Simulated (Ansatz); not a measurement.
Lattice vibrations of TbBeC at Γ

Method: DFT PBE, scalar-relativistic, plane waves, PAW, and for the lanthanide a 4f-in-core norm-conserving potential, in Ansatz 0.2.0. Settings: 690 eV plane-wave cutoff, Γ-centred 18×18×12 mesh, Fermi-Dirac smearing of 0.15 eV. No spin polarisation. Phonons by linear response, acoustic sum rule imposed.

The cell, relaxed at this level:
```yaml
crystal:
  lattice:
    - [3.35895, 0.00000, 0.00000]
    - [-1.67947, 2.90893, 0.00000]
    - [0.00000, 0.00000, 3.82572]
  atoms:
    - { symbol: Tb, position: [0.66667, 0.33333, 0.00000] }
    - { symbol: Be, position: [0.00000, 0.00000, 0.50000] }
    - { symbol: C, position: [0.33333, 0.66667, 0.50000] }
```

The cell was found from a structure generator's guess, not taken from experiment. In a metal, frequencies depend on the k mesh and the smearing, soft modes most.

Optical modes at Γ:
```tsv
frequency (THz)	degeneracy
7.91	1
9.01	2
17.41	2
18.03	1
```

All 6 optical modes at Γ are real: no displacement of atoms at fixed cell lowers the energy to second order. Strains and modes at other wave vectors aren't tested by this run.

The lanthanide is trivalent by construction, without f bands, f moments or other valences.
